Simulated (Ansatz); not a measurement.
H:
```xyz
4
Lattice="1.7694 -2.9526 0.0000 1.7694 2.9526 0.0000 0.0000 0.0000 7.1476" Properties=species:S:1:pos:R:3 pbc="T T T"
H      1.7694    -0.2940     6.9216
H      1.7694     0.2940     0.2260
H      1.7694     0.2940     3.3478
H      1.7694    -0.2940     3.7998
```

Relaxed with r²SCAN+D4. Special points in fractions of this cell's reciprocal vectors: Γ (0.000, 0.000, 0.000); Y (-0.500, 0.500, 0.000); C0 (-0.340, 0.660, 0.000); Σ0 (0.340, 0.340, 0.000); Z (0.000, 0.000, 0.500); A0 (0.340, 0.340, 0.500); E0 (-0.340, 0.660, 0.500); T (-0.500, 0.500, 0.500); S (0.000, 0.500, 0.000); R (0.000, 0.500, 0.500).

Q: List the band energies nearest the valence-band maximum at these points for plane-wave PAW r²SCAN+D4 (Ansatz code).

A: In eV from the valence-band maximum; about four levels below and three above (degenerate sets whole), none deeper than 8.9 eV; points with the same levels are listed once.

```
k         below                    above
--  -----------  -----------------------
Γ   -1.09 -0.71         9.90 12.56 15.48
Y   -0.28 -0.02        10.13 11.78 13.69
C0  -0.26 -0.01        11.19 12.80 12.84
Z   -0.91 -0.91  11.03 11.03 16.06 16.06
A0  -0.14 -0.14  11.85 11.85 13.50 13.50
T   -0.15 -0.15  10.77 10.77 14.77 14.77
S   -0.40 -0.13        10.78 12.70 12.99
R   -0.27 -0.27  11.48 11.48 14.14 14.14
```

Space group Cmcm. The first step of the workflow began from a Materials Project structure, measured or hypothetical; the Crystallography Open Database copy checked does not list it. It is not the usual solid phase (space group No. 194). The cell was relaxed with r²SCAN+D4 under the symmetry of its start; whether a distortion lowers the energy is not shown. The substance is a gas or liquid at ambient conditions.

Potentials: the later of the program's two PAW sets.
